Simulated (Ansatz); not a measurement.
Sn:
```
CELL_PARAMETERS angstrom
     -2.02508     2.02508     1.65622
      2.02508    -2.02508     1.65622
      2.02508     2.02508    -1.65622
ATOMIC_POSITIONS crystal
  Sn 0.00000 0.00000 0.00000
```

Relaxed with r²SCAN.

### Question
Map the valence electron density (e/Å³), cut off at 3 on the plane through (0.000, 0.000, 0.000) spanned by u = [1, 1, 0] and v = [1, -1, 0] in lattice vectors, from DFT-r²SCAN in the program Ansatz with PAW potentials.

### Answer
x is the fraction of u, y of v (the angle between them is 90°; rows are the nearest grid lines); atoms in the plane: Sn at (0.00, 0.00), Sn at (0.50, 0.50).
```
|999941000000149999|
|999931000000139999|
|996310000000013699|
|432100000000001234|
|111000000000000111|
|000000000000000000|
|000000000000000000|
|000000000000000000|
|000000112211000000|
|000001356653100000|
|000015999999510000|
|000027999999720000|
|000027999999720000|
|000015999999510000|
|000001356653100000|
|000000112211000000|
|000000000000000000|
|000000000000000000|
|000000000000000000|
|111000000000000111|
|432100000000001234|
|996310000000013699|
|999931000000139999|
|999941000000149999|
```
Scale: ten equal steps from 0.117 (start of '0') to 3.00 (end of '9'), in the order '0123456789'; x runs from 0.000 to 1.00, y from 0.000 (bottom) to 1.00 (top).

The density is the valence pseudo-density with augmentation charge, so density and ELF within about 1 Å of a nucleus are not all-electron values.

Space group I4/mmm (body-centred tetragonal). This is a known high-pressure phase of the composition, computed here at zero pressure and temperature. The cell was relaxed with r²SCAN under the symmetry of its start; its stability against distortions is not shown here. Spin–orbit coupling is left out wherever it is not named.

Potentials: the later of the program's two PAW sets.
